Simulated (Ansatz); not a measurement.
BP in space group P6_422 (No. 181; B on 3c, P on 3d) at seven volumes, DFT-PBE in the program Ansatz with PAW potentials, shape and atoms relaxed at each. One row is withheld.

| V (Å³/atom) | P (GPa) |
|---|---|
| 9.877 | ? |
| 10.203 | 12.03 |
| 10.529 | 5.58 |
| 10.854 | 0.02 |
| 11.180 | -4.76 |
| 11.506 | -8.89 |
| 11.831 | -12.43 |

**Question.** Fit the shown pressures and predict the withheld one.

**Answer.** P = (3/2)B₀(x^(7/2) − x^(5/2))[1 + (3/4)(B′ − 4)(x − 1)] with x = (V₀/V)^(2/3). Least squares on the six rows gives V₀ = 10.856 Å³/atom, B₀ = 172 GPa, B′ = 3.98. At V = 9.877, x = 1.0650 and P = 19.62 GPa. The run itself gave 19.51 GPa.

The start of the workflow was typed in or built on a structure type; neither database checked (COD, Materials Project) lists it. It is not the phase usual at ambient conditions (space group No. 216). Symmetry was held in the PBE relaxation; whether a distortion lowers the energy is not shown.

Potentials: the later of the program's two PAW sets.
